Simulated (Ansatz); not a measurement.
Input:

SiC:
```xyz
4
Lattice="2.8705 0.0000 0.0000 -1.4352 2.4859 0.0000 0.0000 0.0000 4.7545" Properties=species:S:1:pos:R:3 pbc="T T T"
Si     0.0000     0.0000     0.0000
Si     0.0000     0.0000     2.3772
C      0.0000     1.6573     1.1886
C      1.4352     0.8286     3.5659
```

This is the PBE-relaxed structure.

### Question
All from PBE in the plane-wave PAW code Ansatz, unless another level is named. Estimate the electronic character.

### Answer
metallic (no gap).

### Question
What about the density of states at the Fermi level?

### Answer
0.14 states/eV per atom (mean over ±0.08 eV).

### Question
Give the formation energy from the elements (no fitted shifts).

### Answer
0.58 eV/atom.

Space group P6_3/mmc (NiAs type). A made-up cell: these elements were put on the sites of a structure type; neither database checked (COD, Materials Project) lists it. It is not the phase usual at ambient conditions (space group No. 186, 216). Symmetry was held in the PBE relaxation; its stability against distortions is not shown here. The references are the lowest solids computed at this level, not always the standard phases.

Potentials: the later of the program's two PAW sets.
